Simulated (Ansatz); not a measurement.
# Notes on Sr$_{3}$La

```yaml
crystal:
  lattice:
    - [4.10244, 7.10563, 0.00000]
    - [-4.10244, 7.10563, 0.00000]
    - [0.00000, 0.00000, 4.58800]
  atoms:
    - { symbol: La, position: [0.66670, 0.66660, 0.25000] }
    - { symbol: La, position: [0.33340, 0.33330, 0.75000] }
    - { symbol: Sr, position: [0.29960, 0.08630, 0.25000] }
    - { symbol: Sr, position: [0.91370, 0.38590, 0.75000] }
    - { symbol: Sr, position: [0.61410, 0.29960, 0.25000] }
    - { symbol: Sr, position: [0.70040, 0.91370, 0.75000] }
    - { symbol: Sr, position: [0.08630, 0.61410, 0.25000] }
    - { symbol: Sr, position: [0.38590, 0.70040, 0.75000] }
```

Single point in Ansatz 0.2.0 with r2SCAN, no spin polarisation. Cutoff 500 eV, PAW datasets, 4×4×6 Γ-centred k mesh, methfessel-paxton filling (width 0.0505 eV).

Question: What does the stress say?

Answer: The pressure is 10.7 GPa (compression positive), so with the atoms held at these fractions the cell would first expand; the forces are large, so a full relaxation may end otherwise. The principal stresses 10.1, 10.1, 11.8 GPa differ, so its shape would change too.

Question: Where is the largest force?

Answer: The largest is on Sr3 (and as large on other atoms): 1.38 eV/Å, components (-0.35, -1.34, 0.00). It makes 123° with the line to a nearest neighbour, La2 at 3.16 Å.

Question: Metal or insulator?

Answer: It is a metal, with about 10 states/eV a cell as the mean within 0.25 eV of the Fermi level.

Question: Which element gives electrons and which takes them?

Answer: Bader charges in e: Sr +0.51, La -1.54. In the mean Sr gives up most and La takes most.

Question: Is it stable against the elements?

Answer: 0.90 eV an atom against the elements' usual phases (free molecules for gases, crystals otherwise, with no correction for O₂ or N₂), so at this geometry it isn't bound against them. Relaxing would lower it.

Origin: a known structure type with other elements, at an estimated volume, so it need not be a known compound. Caveats: many states at the Fermi level without spin polarisation, so a magnetic state may lie lower; f levels without a U or exact exchange are poorly placed.
